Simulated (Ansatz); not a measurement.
Given:

LaLuO$_{3}$:
```yaml
crystal:
  lattice:
    - [4.15264, 0.00000, 0.00000]
    - [0.00000, 4.15264, 0.00000]
    - [0.00000, 0.00000, 4.15264]
  atoms:
    - { symbol: La, position: [0.00000, 0.00000, 0.00000] }
    - { symbol: Lu, position: [0.50000, 0.50000, 0.50000] }
    - { symbol: O, position: [0.00000, 0.50000, 0.50000] }
    - { symbol: O, position: [0.50000, 0.50000, 0.00000] }
    - { symbol: O, position: [0.50000, 0.00000, 0.50000] }
```

This is the LDA-relaxed structure.

Task: All from the program Ansatz at the LDA level (PAW), unless another level is named. Give the hole effective mass, band 3 of 3 at the edge.

Result: 0.32 along [100], 0.49 along [110], 0.60 along [111] (mₑ).

Task: Give the formation energy from the elements (no fitted shifts).

Result: -314 kJ/mol of atoms.

Task: Predict the electron effective mass, band 1 of 2 at the edge.

Result: 1.2 along [100], 1.0 along [110], 0.91 along [111] (mₑ).

Task: Next, the valence-band maximum?

Result: at Γ.

Space group Pm-3m (cubic perovskite). The cell is a constructed one: a structure type filled with these elements; neither database checked (COD, Materials Project) lists it. Whether it is the stable phase at ambient conditions was not checked. Symmetry was held in the LDA relaxation. At this level the phase is dynamically unstable (imaginary phonons). The references are the lowest solids computed at this level, not always the standard phases (solids in place of the gases). Spin–orbit coupling is left out wherever it is not named.

Potentials: the later of the program's two PAW sets.

Edges and masses are those of Kohn–Sham bands, whose gap is no quasiparticle gap.
